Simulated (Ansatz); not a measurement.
Structure relaxation, AlN

The start is a generated cell, AlN built in the wurtzite structure type. The cell and all atomic positions are relaxed at zero pressure with r2SCAN (plane waves to 500 eV, PAW, scalar-relativistic; Ansatz, an electronic-structure program). The first steps use a coarse 8×8×5 k-mesh.

Initial structure:
```
CELL_PARAMETERS angstrom
      3.14555     0.00000     0.00000
     -1.57277     2.72412     0.00000
      0.00000     0.00000     5.15168
ATOMIC_POSITIONS crystal
  Al 0.66667 0.33333 0.00000
  Al 0.33333 0.66667 0.50000
  N  0.66667 0.33333 0.62520
  N  0.33333 0.66667 0.12520
```

Problem. What pressure does the first self-consistent step give?

Solution. -10.9 GPa (negative: the cell is under tension).

Problem. How does the volume change?

Solution. -5.8 %, from 11.04 to 10.40 Å³/atom.

Problem. How do the shortest distances between atoms change?

Solution. The closest pairs of elements (up to four, under 3.6 Å), start → end: Al–N 1.93 → 1.89 Å; Al–Al 3.15 → 3.07 Å; N–N 3.15 → 3.07 Å.

Problem. Is the relaxed structure metallic? Give its gap.

Solution. 4.87 eV, direct at Γ (no spin-orbit coupling).

The space group stays P6₃mc (No. 186) (the run could not lower it); the end is wurtzite type, with 4 atoms in the primitive cell. Final values are on a 12×12×7 k-mesh of the relaxed cell. No spin polarisation in the result.

The run could not lose the symmetry of its start.
